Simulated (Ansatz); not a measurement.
A distorted cell of AgCl (rock salt):

```yaml
crystal:
  lattice:
    - [0.00000, 5.54504, 5.54504]
    - [2.77252, 0.00000, 2.77252]
    - [2.77252, 2.77252, 0.00000]
  atoms:
    - { symbol: Cl, position: [0.00000, 0.00000, 0.00000] }
    - { symbol: Cl, position: [0.50000, 0.00000, 0.00000] }
    - { symbol: Ag, position: [0.22657, 0.51562, 0.51562] }
    - { symbol: Ag, position: [0.77343, 0.48438, 0.48438] }
```

Computed with r2SCAN (plane waves to 500 eV, PAW, scalar-relativistic; Ansatz, a program for electronic structure). k mesh 5×10×10 (Γ-centred), Fermi-Dirac smearing 0.05 eV. Stress and pressure are positive under compression. AgCl was relaxed with its symmetry unable to fall.

### Question
Predict the force on every atom, in eV/Å.

### Answer
```
atom      Fx      Fy      Fz
----  ------  ------  ------
Cl1    0.000   0.000   0.000
Cl2    0.000   0.000   0.000
Ag3   -0.334   0.334   0.334
Ag4    0.334  -0.334  -0.334
```

### Question
Give the stress tensor in GPa and the pressure.

### Answer
```
   0.43     0.29     0.29
   0.29     0.43    -0.29
   0.29    -0.29     0.43
```
The pressure, a third of the trace, is 0.43 GPa.

(A displaced cell: forces are minus the slopes of the energy, force constants its curvatures, and phonons follow from these.)
